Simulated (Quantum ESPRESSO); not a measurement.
## Band energies of CdS

```
CdS
1.0
    0.00000     2.91241     2.91241
    2.91241     0.00000     2.91241
    2.91241     2.91241     0.00000
S Cd
1 1
Direct
  0.75000   0.75000   0.75000
  0.00000   0.00000   0.00000
```

norm-conserving PBEsol (Quantum ESPRESSO, 102 Ry, without SOC); path ΓXWKΓLUWLK,UX; energies in eV from the valence-band maximum.

| k (1/Å) | point | band 9 | band 10 | band 11 | band 12 | band 13 | band 14 | band 15 | band 16 |
|---|---|---|---|---|---|---|---|---|---|
| 0.00 | Γ | -7.25 | -7.25 | 0.00 | 0.00 | 0.00 | 1.01 | 6.42 | 6.42 |
| 0.22 |  | -7.26 | -7.24 | -0.79 | -0.22 | -0.22 | 1.88 | 5.94 | 6.72 |
| 0.54 |  | -7.27 | -7.20 | -2.36 | -1.05 | -1.05 | 3.49 | 4.70 | 8.02 |
| 0.86 |  | -7.16 | -6.96 | -3.67 | -1.76 | -1.76 | 3.53 | 4.31 | 8.62 |
| 1.08 | X | -7.16 | -6.80 | -4.03 | -1.92 | -1.92 | 3.39 | 4.25 | 9.06 |
| 1.48 |  | -7.21 | -6.63 | -3.98 | -2.27 | -2.19 | 4.83 | 5.17 | 7.71 |
| 1.62 | W | -7.24 | -6.60 | -3.98 | -2.33 | -2.24 | 5.30 | 5.38 | 7.11 |
| 1.87 |  | -7.21 | -6.65 | -4.00 | -2.56 | -1.70 | 4.35 | 5.37 | 7.99 |
| 2.00 | K | -7.20 | -6.66 | -4.01 | -2.60 | -1.56 | 4.10 | 5.36 | 8.33 |
| 2.21 |  | -7.24 | -6.75 | -3.93 | -2.53 | -1.15 | 4.40 | 5.75 | 7.39 |
| 2.42 |  | -7.26 | -7.05 | -3.44 | -1.97 | -0.72 | 4.11 | 6.07 | 6.48 |
| 2.73 |  | -7.26 | -7.23 | -2.03 | -0.82 | -0.22 | 2.81 | 5.87 | 6.87 |
| 3.04 |  | -7.25 | -7.24 | -0.30 | -0.05 | -0.01 | 1.29 | 6.34 | 6.45 |
| 3.14 | Γ | -7.25 | -7.25 | 0.00 | 0.00 | 0.00 | 1.01 | 6.42 | 6.42 |
| 3.25 |  | -7.25 | -7.25 | -0.31 | -0.03 | -0.03 | 1.29 | 6.35 | 6.47 |
| 3.56 |  | -7.24 | -7.24 | -2.22 | -0.34 | -0.34 | 2.55 | 6.08 | 6.88 |
| 3.87 |  | -7.22 | -7.09 | -3.99 | -0.69 | -0.69 | 2.89 | 6.94 | 6.94 |
| 4.08 | L | -7.21 | -6.86 | -4.50 | -0.77 | -0.77 | 2.89 | 6.89 | 6.89 |
| 4.19 |  | -7.21 | -6.85 | -4.47 | -0.93 | -0.81 | 3.07 | 6.61 | 6.98 |
| 4.41 |  | -7.21 | -6.77 | -4.26 | -1.82 | -1.08 | 3.97 | 5.82 | 7.58 |
| 4.74 | U | -7.20 | -6.66 | -4.01 | -2.60 | -1.56 | 4.10 | 5.36 | 8.33 |
| 5.02 |  | -7.23 | -6.61 | -3.98 | -2.42 | -2.09 | 5.07 | 5.38 | 7.26 |
| 5.12 | W | -7.24 | -6.60 | -3.98 | -2.33 | -2.24 | 5.30 | 5.38 | 7.11 |
| 5.21 |  | -7.24 | -6.62 | -3.98 | -2.44 | -2.04 | 5.24 | 5.39 | 6.99 |
| 5.50 |  | -7.22 | -6.74 | -4.20 | -1.98 | -1.25 | 4.29 | 5.67 | 7.10 |
| 5.79 |  | -7.21 | -6.85 | -4.47 | -0.89 | -0.80 | 3.03 | 6.66 | 6.96 |
| 5.88 | L | -7.21 | -6.86 | -4.50 | -0.77 | -0.77 | 2.89 | 6.89 | 6.89 |
| 6.05 |  | -7.21 | -6.83 | -4.43 | -1.11 | -0.86 | 3.27 | 6.39 | 7.09 |
| 6.21 |  | -7.21 | -6.77 | -4.26 | -1.82 | -1.08 | 3.97 | 5.82 | 7.58 |
| 6.46 |  | -7.21 | -6.67 | -4.02 | -2.59 | -1.47 | 4.19 | 5.51 | 8.07 |
| 6.54 | K | -7.20 | -6.66 | -4.01 | -2.60 | -1.56 | 4.10 | 5.36 | 8.33 |
| 6.54 | U | -7.20 | -6.66 | -4.01 | -2.60 | -1.56 | 4.10 | 5.36 | 8.33 |
| 6.64 |  | -7.18 | -6.69 | -4.01 | -2.43 | -1.71 | 3.91 | 4.95 | 8.57 |
| 6.92 | X | -7.16 | -6.80 | -4.03 | -1.92 | -1.92 | 3.39 | 4.25 | 9.06 |

The PBEsol gap is direct, 1.01 eV at Γ.

Spin-orbit splittings are left out.

Geometry relaxed with PBEsol.
